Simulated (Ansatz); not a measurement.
## Computed properties of PtAu

PtAu:
```yaml
crystal:
  lattice:
    - [2.78154, 0.00000, 0.00000]
    - [-1.39077, 2.40889, 0.00000]
    - [0.00000, 0.00000, 4.77611]
  atoms:
    - { symbol: Pt, position: [0.66667, 0.33333, 0.00000] }
    - { symbol: Au, position: [0.00000, 0.00000, 0.50000] }
```

Space group P-6m2 (No. 187); conventional cell a = 2.782 Å, b = 2.782 Å, c = 4.776 Å, α = 90.00°, β = 90.00°, γ = 120.00°.

Method: PBEsol in the plane-wave PAW code Ansatz. Structure relaxed to zero pressure with the same functional. Other levels are named where they apply.

**Cell and energy**

| Item | Value |
|---|---|
| Volume per atom | 16.00 Å³ |
| Density | 20.34 g/cm³ |
| Formation energy from the elements (no fitted shifts) | 0.048 eV/atom |

**Electronic structure**

| Quantity | Value |
|---|---|
| Electronic character | metallic (no gap) |
| Density of states at the Fermi level | 0.48 states/eV per atom (mean over ±0.08 eV) |
| Gap with spin–orbit coupling | none (metallic) |

**Mechanics**

| Quantity | Value |
|---|---|
| Bulk modulus (Birch–Murnaghan fit) | 223 GPa |
| Pressure derivative B′ | 5.6 |
| Elastic constants (relaxed ions, GPa) | C11 = 360, C12 = 187, C13 = 158, C33 = 311, C44 = 28.1 |
| Mechanical stability | stable (all eigenvalues of C positive) |
| Hill bulk and shear moduli | 225 and 55.5 GPa |
| Young's modulus | 154 GPa |
| Poisson's ratio | 0.39 |
| Debye temperature from the elastic constants | 221 K |

**Phonons**

| Quantity | Result |
|---|---|
| Highest zone-centre frequency | 20.4 meV |
| Zone-centre stability | no imaginary mode at Γ |

The first step of the workflow began from a Materials Project structure, measured or hypothetical; the Crystallography Open Database copy checked does not list it. With Pt and Au taken as one species the cell has the higher symmetry P6_3/mmc, so it may be an ordered model of a mixed-site phase. Its standing as an ambient phase is unchecked. Symmetry was held in the PBEsol relaxation. The run is not spin-polarised. As this level gives no gap, shear constants depend on the k-mesh and smearing (Fermi–Dirac, 0.1 eV here). As this level gives no gap, phonon frequencies hold no LO–TO term and depend on the k-mesh and smearing (Fermi–Dirac, 0.1 eV here). Axis ratios of metals converge slowly with the k-mesh, so a and c are less sure than the volume. The references are the lowest solids computed at this level, not always the standard phases. Spin–orbit coupling is left out wherever it is not named.

Potentials: the later of the program's two PAW sets.
